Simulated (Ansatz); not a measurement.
Q: AlPt (rock salt, Fm-3m) is relaxed with DFT-PBE in the program Ansatz with PAW potentials. What lattice parameters of the conventional cell result?

A: a = 5.136 Å.

The start of the workflow was typed in or built on a structure type; neither database checked (COD, Materials Project) lists it. Whether it is the stable phase at ambient conditions was not checked. The cell was relaxed with PBE under the symmetry of its start; whether a distortion lowers the energy is not shown. No spin polarisation was allowed. Scalar-relativistic: spin–orbit coupling is off unless named, which matters more the heavier the elements.

Potentials: the later of the program's two PAW sets.
